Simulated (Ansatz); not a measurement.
Se (trigonal Se type, space group No. 152) under volume change, DFT-PBE in the program Ansatz with PAW potentials, shape and atoms relaxed at each volume.

```
V (Å³/atom)  E − E(relaxed) (meV/atom)  P (GPa)
-----------  -------------------------  -------
27.163                             [?]      [?]
28.058                             1.9     0.38
28.954                             0.4     0.15
29.849                             0.0     0.00
30.745                             0.3    -0.12
31.640                             1.2    -0.19
32.536                             [?]      [?]
```

Problem. Complete the blanks.

Solution. 
- 27.163, E − E(relaxed) (meV/atom): 4.8
- 27.163, P (GPa): 0.70
- 32.536, E − E(relaxed) (meV/atom): 2.5
- 32.536, P (GPa): -0.22

Problem. What does a third-order Birch–Murnaghan fit give for V₀, B₀ and B′?

Solution. V₀ = 29.81 Å³/atom, B₀ = 4.5 GPa, B′ = 12.0.

Space group P3_121 (trigonal Se type). The PBE relaxation kept the symmetry of its start. A crystal of weakly bound chains computed without a dispersion correction: the cell and the soft elastic constants depend strongly on that.

Potentials: the later of the program's two PAW sets.
